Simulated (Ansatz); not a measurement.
One crystal and one scan (scan of one atom of the cell) at two levels, PBE (plane waves to 420 eV, PAW, scalar-relativistic; Ansatz, a first-principles code) and r2SCAN (plane waves to 500 eV, PAW, scalar-relativistic; Ansatz), each from its own relaxed cell and on its own mesh. The cell shown is that of PBE.

C (diamond)

```xyz
4
Lattice="0.0000 3.5716 3.5716 1.7858 0.0000 1.7858 1.7858 1.7858 0.0000" Properties=species:S:1:pos:R:3 pbc="T T T"
C      1.7858     1.7858     1.7858
C      1.7858     3.5716     3.5716
C      2.6787     2.6787     2.6787
C      2.6787     4.4645     4.4645
```

In this cell atom 3 (C, nearest neighbour C at 1.547 Å; its periodic images, 2.5 Å or more away, move with it) is moved by s along Cartesian [110], unit vector (0.707, 0.707, 0.000); all other atoms and the cell stay fixed.

The energy includes the smearing's −TS. C was relaxed with its symmetry unable to fall. The PAW data are Ansatz's earlier set. Both scans cover s from -0.150 to 0.150 Å.

ΔE (meV/cell), each from the undisplaced structure of its own level:

```json
[
 {"s (Å)": "-0.150", "PBE": "419", "r2SCAN": "440"},
 {"s (Å)": "-0.120", "PBE": "268", "r2SCAN": "withheld"},
 {"s (Å)": "-0.090", "PBE": "151", "r2SCAN": "159"},
 {"s (Å)": "-0.060", "PBE": "67", "r2SCAN": "71"},
 {"s (Å)": "-0.030", "PBE": "17", "r2SCAN": "18"},
 {"s (Å)": "0.000", "PBE": "0", "r2SCAN": "0"},
 {"s (Å)": "0.030", "PBE": "17", "r2SCAN": "18"},
 {"s (Å)": "0.060", "PBE": "67", "r2SCAN": "71"},
 {"s (Å)": "0.090", "PBE": "151", "r2SCAN": "159"},
 {"s (Å)": "0.120", "PBE": "268", "r2SCAN": "withheld"},
 {"s (Å)": "0.150", "PBE": "419", "r2SCAN": "440"}
]
```

Problem. Estimate the r2SCAN value at 0.120 from the PBE value there and the ratio of the two levels in the two nearest given rows on that side of the minimum.

Solution. At 0.090 and 0.150 the ratio r2SCAN/PBE averages 1.052, which gives 1.052 × 268 = 282 meV/cell. The calculation gives 282 meV/cell, +5.2 % against PBE.

(For displaced atoms, the force is minus the slope of the energy, and its curvature is a force constant, which sets phonon frequencies.)
